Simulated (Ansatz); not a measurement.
**LuBi2BrO4, a known structure type with other elements, at an estimated volume**

```xyz
8
Lattice="3.8177 0.0000 0.0000 0.0000 3.8177 0.0000 0.0000 0.0000 9.0424" Properties=species:S:1:pos:R:3 pbc="T T T"
Bi    1.9089    1.9089    6.5874
Bi    1.9089    1.9089    2.4550
O     1.9089    0.0000    7.6860
O     0.0000    1.9089    7.6860
O     1.9089    0.0000    1.3564
O     0.0000    1.9089    1.3564
Br    0.0000    0.0000    4.5212
Lu    0.0000    0.0000    0.0000
```

The numbers come from plane-wave PAW DFT (Ansatz): r2SCANh, no spin polarisation, 500 eV, 6×6×2 Γ-centred k points, cold occupations (width 0.0651 eV). Nothing was relaxed.

- Electronic structure: The gap is 2.38 eV, indirect (the least direct gap found is 2.87 eV).
- Band edges: Within 0.7 eV of the edges, the states project mainly on O p (56 %), Br p (20 %) and Bi s (13 %) below the gap and on Bi p (71 %) above it.
- Forces: The largest is on O6 (and as large on other atoms): 0.26 eV/Å, components (0.00, 0.00, -0.26). It makes 120° with the line to a nearest neighbour, Bi2 at 2.20 Å.
- Formation energy: -2.15 eV an atom against the elements' usual phases (free molecules for gases, crystals otherwise, with no correction for O₂ or N₂), so it is bound against them; other compounds may still compete. Relaxing would lower it.

Origin: a known structure type with other elements, at an estimated volume, so it need not be a known compound. Caveats: no spin-orbit coupling, which can shift this gap by tenths of an eV; the exchange threshold is loose for a stress; the SCF threshold is loose for a stress.

Cost: 9.4 min on 2 threads of Intel(R) Xeon(R) Platinum 8259CL CPU @ 2.50GHz (Skylake/Cascade Lake), on a shared host, peak memory 4.7 GiB (start from the program's own first density). The time holds forces, stress, Bader, DOS, bands, ELF.
